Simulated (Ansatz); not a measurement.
AgBr:
```xyz
2
Lattice="0.0000 2.8372 2.8372 2.8372 0.0000 2.8372 2.8372 2.8372 0.0000" Properties=species:S:1:pos:R:3 pbc="T T T"
Ag     2.8372     2.8372     2.8372
Br     0.0000     0.0000     0.0000
```

Tensor components refer to the Cartesian frame of this cell.

Task: Give the high-frequency dielectric tensor and the Born effective charge tensors of the independent atoms from DFPT, PBEsol in the plane-wave PAW code Ansatz.

Result: 
ε∞:
```
6.55  0.00  0.00
0.00  6.55  0.00
0.00  0.00  6.55
```
Z* of atom 1 (Ag), rows: field, columns: displacement, in e:
```
1.51  0.00  0.00
0.00  1.51  0.00
0.00  0.00  1.51
```
Z* of atom 2 (Br), rows: field, columns: displacement, in e:
```
-1.51   0.00   0.00
 0.00  -1.51   0.00
 0.00   0.00  -1.51
```

Space group Fm-3m (rock salt). The cell was relaxed with PBEsol under the symmetry of its start. The run is not spin-polarised. Scalar-relativistic: spin–orbit coupling is off unless named, which matters more the heavier the elements.

Potentials: the later of the program's two PAW sets.
